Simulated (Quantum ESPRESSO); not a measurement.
## InGa2AlP4 (input and log of a self-consistent run)

Simulated, not a measurement. The program is pw.x of Quantum ESPRESSO 7.5 (plane-wave density functional theory). The cell is made up: 8 atoms on a zincblende/diamond lattice, with randomly drawn elements, strain and displacements, not relaxed. PseudoDojo standard norm-conserving files (v0.5 for PBE, v0.4.1 for LDA and PBEsol) set the functional; there is no spin polarisation, spin-orbit coupling or dispersion term, and the masses in the input are unused placeholders.

Input:

```
&control calculation='scf', pseudo_dir='./dojo.nc.sr.pbe.v0_5.standard.upf', outdir='./o', disk_io='medium', tprnfor=.true., tstress=.true. /
&system ibrav=0, nat=8, ntyp=4, nbnd=37, ecutwfc=79.96652505, nosym=.true., tot_charge=0,
 occupations='smearing', smearing='fd', degauss=0.0018374661
/
&electrons conv_thr=7.350e-09, electron_maxstep=60, /
ATOMIC_SPECIES
Al 1.0 Al.upf
Ga 1.0 Ga.upf
In 1.0 In.upf
P 1.0 P.upf
CELL_PARAMETERS angstrom
5.6751 0.0701 0.0302
0.0701 5.7713 -0.0311
0.0302 -0.0311 5.5897
ATOMIC_POSITIONS angstrom
In -0.0685 0.0224 -0.0128
Ga 0.0204 2.6817 2.7717
Ga 2.7161 -0.0032 2.7609
Al 2.7974 2.7537 -0.0943
P 1.5374 1.344 1.4524
P 1.597 4.2533 4.0846
P 4.3836 1.5664 4.315
P 4.4805 4.4255 1.3629
K_POINTS automatic
4 4 4 1 1 1
```

The log is shortened where brackets say so; the opening notice, blank lines, dates and the lines on written files are dropped, and the path of the files is cut. It prints rydbergs, bohrs and kilobars, and counts compression as positive stress.

```
     Program PWSCF v.7.5
     Parallel version (MPI & OpenMP), running on       1 processor cores
     Number of MPI processes:                 1
     Threads/MPI process:                     1
     [start-up lines left out]
     bravais-lattice index     =            0
     lattice parameter (alat)  =      10.7254  a.u.
     unit-cell volume          =    1235.2114 (a.u.)^3
     number of atoms/cell      =            8
     number of atomic types    =            4
     number of electrons       =        62.00
     number of Kohn-Sham states=           37
     kinetic-energy cutoff     =      79.9665  Ry
     charge density cutoff     =     319.8661  Ry
     scf convergence threshold =      7.3E-09
     mixing beta               =       0.7000
     number of iterations used =            8  plain     mixing
     Exchange-correlation= PBE
                           (   1   4   3   4   0   0   0)
     [axes and pseudopotential details left out]
   Cartesian axes
     site n.     atom                  positions (alat units)
         1        In     tau(   1) = (  -0.0120692   0.0039467  -0.0022553  )
         2        Ga     tau(   2) = (   0.0035943   0.4724952   0.4883525  )
         3        Ga     tau(   3) = (   0.4785562  -0.0005638   0.4864496  )
         4        Al     tau(   4) = (   0.4928807   0.4851810  -0.0166149  )
         5        P      tau(   5) = (   0.2708782   0.2368026   0.2559019  )
         6        P      tau(   6) = (   0.2813793   0.7493992   0.7196755  )
         7        P      tau(   7) = (   0.7723571   0.2759878   0.7602703  )
         8        P      tau(   8) = (   0.7894301   0.7797395   0.2401326  )
     number of k points=    32  Fermi-Dirac smearing, width (Ry)=  0.0018
                       cart. coord. in units 2pi/alat
        k(    1) = (   0.1228274   0.1221197   0.1269371), wk =   0.0625000
        k(    2) = (   0.1214594   0.1235042   0.3807947), wk =   0.0625000
     [further k points left out]
     Dense  grid:   119277 G-vectors     FFT dimensions: (  64,  64,  64)
     Estimated max dynamical RAM per process >     159.47 MB
     Initial potential from superposition of free atoms
     starting charge      61.9877, renormalised to      62.0000
     Starting wfcs are   47 randomized atomic wfcs
     total cpu time spent up to now is       17.1 secs
     per-process dynamical memory:    94.0 Mb
     Self-consistent Calculation
     iteration #  1     ecut=    79.97 Ry     beta= 0.70
     Davidson diagonalization with overlap
     ethr =  1.00E-02,  avg # of iterations =  4.0
     Threshold (ethr) on eigenvalues was too large:
     Diagonalizing with lowered threshold
     Davidson diagonalization with overlap
     ethr =  5.97E-04,  avg # of iterations =  2.0
     total cpu time spent up to now is      108.7 secs
     total energy              =    -498.83707696 Ry
     estimated scf accuracy    <       0.37605195 Ry
     iteration #  2     ecut=    79.97 Ry     beta= 0.70
     Davidson diagonalization with overlap
     ethr =  6.07E-04,  avg # of iterations =  2.5
     total cpu time spent up to now is      148.4 secs
     total energy              =    -498.92913126 Ry
     estimated scf accuracy    <       0.11140710 Ry
     iteration #  3     ecut=    79.97 Ry     beta= 0.70
     Davidson diagonalization with overlap
     ethr =  1.80E-04,  avg # of iterations =  2.2
     total cpu time spent up to now is      181.1 secs
     total energy              =    -498.94979617 Ry
     estimated scf accuracy    <       0.00715721 Ry
     iteration #  4     ecut=    79.97 Ry     beta= 0.70
     Davidson diagonalization with overlap
     c_bands:  1 eigenvalues not converged
     ethr =  1.15E-05,  avg # of iterations = 11.7
     total cpu time spent up to now is      232.6 secs
     total energy              =    -498.95172411 Ry
     estimated scf accuracy    <       0.00303925 Ry
     iteration #  5     ecut=    79.97 Ry     beta= 0.70
     Davidson diagonalization with overlap
     ethr =  4.90E-06,  avg # of iterations =  3.3
     total cpu time spent up to now is      275.2 secs
     total energy              =    -498.95227036 Ry
     estimated scf accuracy    <       0.00015511 Ry
     iteration #  6     ecut=    79.97 Ry     beta= 0.70
     Davidson diagonalization with overlap
     ethr =  2.50E-07,  avg # of iterations =  3.5
     total cpu time spent up to now is      309.9 secs
     total energy              =    -498.95229968 Ry
     estimated scf accuracy    <       0.00002277 Ry
     iteration #  7     ecut=    79.97 Ry     beta= 0.70
     Davidson diagonalization with overlap
     ethr =  3.67E-08,  avg # of iterations =  3.4
     total cpu time spent up to now is      347.8 secs
     total energy              =    -498.95230614 Ry
     estimated scf accuracy    <       0.00000166 Ry
     iteration #  8     ecut=    79.97 Ry     beta= 0.70
     Davidson diagonalization with overlap
     ethr =  2.68E-09,  avg # of iterations =  3.8
     total cpu time spent up to now is      396.0 secs
     total energy              =    -498.95230674 Ry
     estimated scf accuracy    <       0.00000027 Ry
     iteration #  9     ecut=    79.97 Ry     beta= 0.70
     Davidson diagonalization with overlap
     ethr =  4.35E-10,  avg # of iterations =  2.4
     total cpu time spent up to now is      437.0 secs
     total energy              =    -498.95230681 Ry
     estimated scf accuracy    <       0.00000002 Ry
     iteration # 10     ecut=    79.97 Ry     beta= 0.70
     Davidson diagonalization with overlap
     ethr =  3.25E-11,  avg # of iterations =  3.9
     total cpu time spent up to now is      486.7 secs
     End of self-consistent calculation
     [lines on levels left out]
!    total energy              =    -498.95230681 Ry
     estimated scf accuracy    <          6.3E-09 Ry
     smearing contrib. (-TS)   =      -0.00000000 Ry
     internal energy E=F+TS    =    -498.95230681 Ry
     The total energy is F=E-TS. E is the sum of the following terms:
     one-electron contribution =    -241.79128058 Ry
     hartree contribution      =     162.06359590 Ry
     xc contribution           =    -142.36332629 Ry
     ewald contribution        =    -276.86129584 Ry
     convergence has been achieved in  10 iterations
     Forces acting on atoms (cartesian axes, Ry/au):
     atom    1 type  3   force =     0.08199445   -0.02222274   -0.01758931
     atom    2 type  2   force =     0.02118746    0.06102216   -0.01365475
     atom    3 type  2   force =     0.08716823   -0.04527899    0.02645755
     atom    4 type  1   force =     0.01244209    0.06413795    0.04100314
     atom    5 type  4   force =    -0.02218367    0.06000482   -0.03153017
     atom    6 type  4   force =    -0.02344140   -0.02439077    0.00626478
     atom    7 type  4   force =    -0.05644954   -0.00139087   -0.07871949
     atom    8 type  4   force =    -0.10071762   -0.09188157    0.06776825
     Total force =     0.258879     Total SCF correction =     0.000231
     Computing stress (Cartesian axis) and pressure
          total   stress  (Ry/bohr**3)                   (kbar)     P=        7.38
   0.00003475  -0.00011799  -0.00004690            5.11      -17.36       -6.90
  -0.00011799  -0.00000004  -0.00021171          -17.36       -0.01      -31.14
  -0.00004690  -0.00021171   0.00011575           -6.90      -31.14       17.03
     init_run     :     15.52s CPU     16.86s WALL (       1 calls)
     electrons    :    445.43s CPU    469.66s WALL (       1 calls)
     forces       :      4.68s CPU      4.76s WALL (       1 calls)
     stress       :     20.62s CPU     21.57s WALL (       1 calls)
     [timing details left out]
     PWSCF        :   8m 6.61s CPU   8m34.16s WALL
     JOB DONE.
```

In other units: free energy -6788.592 eV for the cell, pressure 0.74 GPa, largest force component 2.590 eV/Å. A rerun of a related cell, with the same atoms placed differently, at 1377 eV and a 6 x 6 x 6 mesh moved values by no more than 0.009 eV in energy, 0.02 GPa in stress and 0.003 eV/Å in force.